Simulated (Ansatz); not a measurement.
RhN (CsCl type), DFT, LDA, PAW with Ansatz's default frozen-core files, scalar-relativistic (Ansatz 0.2.0), on 1 thread of Arm Neoverse V1 (shared host).

Command: `ansatz run input.yaml --threads 1 --pin off --max-ram 2048MiB --backend cpu --events-out ev --progress --plain --runs-dir out`

```yaml
crystal:
  lattice:
    - [2.0342525416, 0.0, 0.0]
    - [0.0, 2.0342525416, 0.0]
    - [0.0, 0.0, 2.0342525416]
  atoms:
    - { symbol: Rh, position: [0.0, 0.0, 0.0] }
    - { symbol: "N", position: [0.5, 0.5, 0.5] }
kpoints:
  mp_grid: { grid: [15, 15, 15] }
scf:
  occupations: { method: fermi_dirac, width: 0.1 }
hamiltonian:
  xc: lda
  pseudopotentials: { kind: paw }
output:
  forces: true
  stress: true
  eigenvalues: true
basis:
  ecutwfc: 1000
```

Task: How large is the problem that the program sets up?

Result: 120 irreducible k-points, 619 plane waves at Γ, 15 bands.

Task: About how long does it take?

Result: 3.5 s of wall time for 6 SCF iterations. Times on shared machines scatter by tens of per cent.
